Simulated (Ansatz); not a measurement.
The relaxed structure here is a generated cell of Si2Rh: the first start was made by placing the elements on the sites of a structure type, and the end was not matched to a known phase here, so it may be hypothetical.

The start is a generated cell, Si2Rh built in the AFLOW prototype AB2_cP12_205_a_c (C2, as in FeS2). Cell shape, volume and atoms are optimised at zero target pressure with r2SCAN (plane waves to 500 eV, PAW, scalar-relativistic; Ansatz, a first-principles code). The first steps use a coarse 4×4×4 k-mesh.

Input geometry:
```yaml
crystal:
  lattice:
    - [5.37734, 0.00000, 0.00000]
    - [0.00000, 5.37734, 0.00000]
    - [0.00000, 0.00000, 5.37734]
  atoms:
    - { symbol: Rh, position: [0.00000, 0.00000, 0.00000] }
    - { symbol: Rh, position: [0.50000, 0.50000, 0.00000] }
    - { symbol: Rh, position: [0.00000, 0.50000, 0.50000] }
    - { symbol: Rh, position: [0.50000, 0.00000, 0.50000] }
    - { symbol: Si, position: [0.38510, 0.38510, 0.38510] }
    - { symbol: Si, position: [0.88510, 0.11490, 0.61490] }
    - { symbol: Si, position: [0.61490, 0.88510, 0.11490] }
    - { symbol: Si, position: [0.11490, 0.61490, 0.88510] }
    - { symbol: Si, position: [0.61490, 0.61490, 0.61490] }
    - { symbol: Si, position: [0.11490, 0.88510, 0.38510] }
    - { symbol: Si, position: [0.38510, 0.11490, 0.88510] }
    - { symbol: Si, position: [0.88510, 0.38510, 0.11490] }
```

```yaml
initial_pressure: "+54 GPa (positive: the cell is compressed)"
largest_initial_force: about 1.6 eV/Å, on Si5, Si6, Si7, Si8, Si9, Si10, Si11, Si12 (atoms numbered as listed)
outcome: The space group stays Pa-3 (No. 205) (the run could not lower it), with 12 atoms in the primitive cell
energy_released: 0.49 eV/atom
volume_change: +25.7 %, from 12.96 to 16.29 Å³/atom
Shortest distances (start → end): "The closest pairs of elements (up to four, under 3.6 Å), start → end: Si–Si 2.14 → 2.45 Å; Rh–Si 2.25 → 2.41 Å"
band_gap_at_the_end: no gap (metallic)
optimiser_moves: 11
```

Final structure:

Space group Pa-3 (No. 205); a = 5.804 Å, b = 5.804 Å, c = 5.804 Å, α = 90.00°, β = 90.00°, γ = 90.00°

```
atom  site  symmetry       x       y       z
----  ----  --------  ------  ------  ------
Rh      4a      .-3.  0.0000  0.0000  0.0000
Si      8c       .3.  0.3779  0.3779  0.3779
```

Final values are on a 7×7×7 k-mesh of the relaxed cell. No spin polarisation in the result.

The run could not lose the symmetry of its start: the end is stationary, and may be a saddle point rather than a minimum.
